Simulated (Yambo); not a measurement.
G0W0@LDA for KF (rock salt, space group Fm-3m, No. 225) in Yambo. Reference settings: 4×4×4 Γ-centred k mesh, 140 bands and a 14 Ry block in the screening, 140 bands in G with the Bruneval-Gonze terminator, plasmon pole fitted at 27.2 eV. The LDA gap Γ → Γ on this mesh is 6.40 eV; G0W0 gaps are taken between the same points.

The settings were changed. The gap went from 10.58 eV to 10.51 eV, and the shift of the valence edge from -2.62 eV to -2.46 eV.

What was changed between the two runs?
A) 27 bands in W, 27 bands in G, 2 Ry block
B) 27 bands in W, 27 bands in G, 8 Ry block
C) 2×2×2 mesh
D) 27 bands in W, 27 bands in G, 5 Ry block

C, 2×2×2 mesh. The others gave (gap, valence shift): 27 bands in W, 27 bands in G, 2 Ry block: 10.91, -2.81 eV; 27 bands in W, 27 bands in G, 5 Ry block: 10.68, -2.47 eV; 27 bands in W, 27 bands in G, 8 Ry block: 10.66, -2.42 eV.

Geometry relaxed with LDA; primitive cell a = b = c = 3.6474 Å, α = β = γ = 60.00°.

A shift is the quasiparticle energy of the state minus its LDA energy.
